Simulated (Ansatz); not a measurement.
**Electric field gradients in K2S2NO7**

The cell is a structure deposited in the COD whose atoms were relaxed with PBE, the cell held.

```cif
data_K2S2NO7
_symmetry_space_group_name_H-M 'P-1'
_symmetry_Int_Tables_number 2
_cell_length_a 7.1400
_cell_length_b 7.1600
_cell_length_c 7.4500
_cell_angle_alpha 82.000
_cell_angle_beta 67.000
_cell_angle_gamma 75.000
loop_
_atom_site_label
_atom_site_type_symbol
_atom_site_symmetry_multiplicity
_atom_site_Wyckoff_symbol
_atom_site_fract_x
_atom_site_fract_y
_atom_site_fract_z
K1 K 2 i 0.1622 0.3116 0.3484
K3 K 2 i 0.2701 0.8097 0.9277
S5 S 2 i 0.2605 0.3662 0.8332
S7 S 2 i 0.7210 0.1740 0.6197
N N 2 i 0.4858 0.3404 0.6053
O11 O 2 i 0.1792 0.1923 0.8653
O13 O 2 i 0.1264 0.5411 0.7872
O15 O 2 i 0.8279 0.2958 0.6702
O17 O 2 i 0.4564 0.3600 0.4475
O19 O 2 i 0.8244 0.0952 0.4262
O21 O 2 i 0.6380 0.0364 0.7784
O23 O 2 i 0.3541 0.3917 0.9687
```

One atom of each set is listed.

Method: Kohn–Sham DFT in Ansatz, PBE, plane waves and PAW, scalar-relativistic, 420 eV cutoff, Γ-centred 5×5×5 k-points, Fermi–Dirac smearing 0.05 eV.

Conventions: |V_zz| ≥ |V_yy| ≥ |V_xx|, η = (V_xx − V_yy)/V_zz, C_Q = eQV_zz/h.

K-41: I = 3/2, Q = 73.40 mb; ³³S: I = 3/2, Q = -69.40 mb; ¹⁴N: I = 1, Q = 20.44 mb; O-17: I = 5/2, Q = -25.58 mb. Q values from Pyykkö, Mol. Phys. 116, 1328 (2018).

(1) Which values are expected at the nuclei?

Answers

(1) 

```json
{"site": "K1", "atoms": "2", "first shell": "8 O at 2.57–3.15 Å; also 1 K at 3.48 Å", "V_xx, V_yy, V_zz (10²¹ V/m²)": "-0.10, -0.75, 0.86", "η": "0.76", "C_Q (MHz)": "1.52"}
{"site": "K3", "atoms": "2", "first shell": "10 O at 2.66–3.19 Å", "V_xx, V_yy, V_zz (10²¹ V/m²)": "-0.88, -1.27, 2.15", "η": "0.18", "C_Q (MHz)": "3.82"}
{"site": "S5", "atoms": "2", "first shell": "3 O at 1.46 Å, 1 N at 1.82 Å", "V_xx, V_yy, V_zz (10²¹ V/m²)": "-1.86, -2.28, 4.15", "η": "0.10", "C_Q (MHz)": "-6.96"}
{"site": "S7", "atoms": "2", "first shell": "3 O at 1.46–1.47 Å, 1 N at 1.82 Å", "V_xx, V_yy, V_zz (10²¹ V/m²)": "-1.53, -2.24, 3.76", "η": "0.19", "C_Q (MHz)": "-6.32"}
{"site": "N", "atoms": "2", "first shell": "1 O at 1.26 Å, 2 S at 1.82 Å", "V_xx, V_yy, V_zz (10²¹ V/m²)": "1.33, 4.74, -6.07", "η": "0.56", "C_Q (MHz)": "-3.00"}
{"site": "O11", "atoms": "2", "first shell": "1 S at 1.46 Å; also 2 K at 2.66–2.97 Å", "V_xx, V_yy, V_zz (10²¹ V/m²)": "-4.11, -8.49, 12.60", "η": "0.35", "C_Q (MHz)": "-7.79"}
{"site": "O13", "atoms": "2", "first shell": "1 S at 1.46 Å; also 2 K at 2.57–2.88 Å", "V_xx, V_yy, V_zz (10²¹ V/m²)": "-4.37, -7.86, 12.23", "η": "0.29", "C_Q (MHz)": "-7.57"}
{"site": "O15", "atoms": "2", "first shell": "1 S at 1.46 Å; also 3 K at 2.66–2.84 Å", "V_xx, V_yy, V_zz (10²¹ V/m²)": "-5.34, -7.38, 12.72", "η": "0.16", "C_Q (MHz)": "-7.87"}
{"site": "O17", "atoms": "2", "first shell": "1 N at 1.26 Å; also 2 K at 2.60–2.92 Å", "V_xx, V_yy, V_zz (10²¹ V/m²)": "1.43, 17.03, -18.45", "η": "0.85", "C_Q (MHz)": "11.4"}
{"site": "O19", "atoms": "2", "first shell": "1 S at 1.46 Å; also 3 K at 2.92–3.15 Å", "V_xx, V_yy, V_zz (10²¹ V/m²)": "-4.46, -7.69, 12.15", "η": "0.27", "C_Q (MHz)": "-7.51"}
{"site": "O21", "atoms": "2", "first shell": "1 S at 1.47 Å; also 3 K at 2.63–3.19 Å", "V_xx, V_yy, V_zz (10²¹ V/m²)": "-4.57, -7.87, 12.44", "η": "0.26", "C_Q (MHz)": "-7.70"}
{"site": "O23", "atoms": "2", "first shell": "1 S at 1.46 Å; also 3 K at 2.67–3.03 Å", "V_xx, V_yy, V_zz (10²¹ V/m²)": "-4.86, -7.83, 12.70", "η": "0.23", "C_Q (MHz)": "-7.85"}
```

At O11, O13, O15, O19, O21 and O23 V_zz points along its bond to S (within 4°) in each case. At N V_zz stands upright on the plane through its three neighbours (within 3°).

At this cell the principal stresses reach 6 GPa in size with PBE, which can matter for small gradients. The database positions were far from equilibrium, so the relaxed structure may not be the compound's real one.

The relaxation (9 steps) took 8.8 min of wall time (18 min of CPU time) and 1.9 GiB at its peak, on 2 threads of Arm Neoverse V2 (aarch64; 8 cores open to the job, memory cap 5.0 GiB, no GPU), a shared host with a load of 0.6 a core.
